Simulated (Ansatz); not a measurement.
GaAs:
```
GaAs
1.0
    6.98645     0.00000     0.00000
    0.00000     6.98645     0.00000
    0.00000     0.00000     6.98645
Ga As
6 6
Direct
  0.25000   0.00000   0.50000
  0.50000   0.25000   0.00000
  0.50000   0.75000   0.00000
  0.75000   0.00000   0.50000
  0.00000   0.50000   0.75000
  0.00000   0.50000   0.25000
  0.25000   0.50000   0.00000
  0.00000   0.25000   0.50000
  0.00000   0.75000   0.50000
  0.75000   0.50000   0.00000
  0.50000   0.00000   0.75000
  0.50000   0.00000   0.25000
```

DFT-r²SCAN in the program Ansatz with PAW potentials gives a gap of 0.79 eV without spin–orbit coupling, maximum at Γ, minimum at Γ.

**Question.** What happens when spin–orbit coupling is switched on?

**Answer.** The gap decreases by 0.07 eV, to 0.72 eV; maximum at Γ, minimum at Γ.

**Question.** How large is the spin–orbit splitting of the valence top at Γ?

**Answer.** The fourfold level lies 0.24 eV above the split-off pair.

**Question.** Give the electron effective mass with spin–orbit coupling.

**Answer.** 0.047 mₑ (isotropic).

**Question.** Give the hole effective mass with spin–orbit coupling, band 1 of 2 at the edge.

**Answer.** 1.6 along [100], 0.51 along [110], 0.40 along [111] (mₑ).

**Question.** Give the hole effective mass with spin–orbit coupling, band 2 of 2 at the edge.

**Answer.** 0.054 along [100], 0.058 along [110], 0.059 along [111] (mₑ).

Space group Pm-3n. The start of the workflow was typed in or built on a structure type; neither database checked (COD, Materials Project) lists it. It is not the phase usual at ambient conditions (space group No. 216). The cell was relaxed with r²SCAN under the symmetry of its start; whether a distortion lowers the energy is not shown. The volume moved by 22 % from the start of the relaxation.

Potentials: the earlier of the program's two PAW sets.
